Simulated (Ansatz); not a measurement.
CuI:
```xyz
2
Lattice="3.9787 0.0000 0.0000 -1.9894 3.4457 0.0000 0.0000 0.0000 3.7217" Properties=species:S:1:pos:R:3 pbc="T T T"
Cu     0.0000     0.0000     0.0000
I      1.9894     1.1486     1.8609
```

Relaxed with HSE06. Special points in fractions of this cell's reciprocal vectors: Γ (0.000, 0.000, 0.000); M (0.500, 0.000, 0.000); K (0.333, 0.333, 0.000); A (0.000, 0.000, 0.500); L (0.500, 0.000, 0.500); H (0.333, 0.333, 0.500).

List the band energies nearest the valence-band maximum at these points for DFT-HSE06 in the program Ansatz with PAW potentials.

In eV from the valence-band maximum; about four levels below and three above (degenerate sets whole), none deeper than 8.9 eV; points with the same levels are listed once.

| k | below | above |
|---|---|---|
| Γ | -2.54 -2.54 -1.90 -0.79 -0.79 | 1.48 6.47 6.94 6.94 |
| M | -2.57 -2.33 -2.16 -0.20 | 3.12 6.53 7.68 |
| K | -2.56 -2.44 -2.41 0.00 | 6.16 6.24 7.66 |
| A | -2.66 -2.66 -2.28 -0.44 -0.44 | 5.27 6.23 8.52 8.52 |
| L | -2.34 -2.28 -2.14 -0.46 | 0.88 5.48 6.03 |
| H | -2.38 -2.33 -1.94 -1.10 | 1.27 2.80 8.66 |

Space group P-6m2. The cell is a constructed one: a structure type filled with these elements; neither database checked (COD, Materials Project) lists it. It is not the phase usual at ambient conditions (space group No. 216). The cell was relaxed with HSE06 under the symmetry of its start; its stability against distortions is not shown here. No spin polarisation was allowed. The hybrid was solved on a coarse mesh, the path and, where they were found, the r²SCAN edge points; its band edges are the extreme levels among these. Scalar-relativistic: spin–orbit coupling is off unless named, which matters more the heavier the elements.

Potentials: the later of the program's two PAW sets.
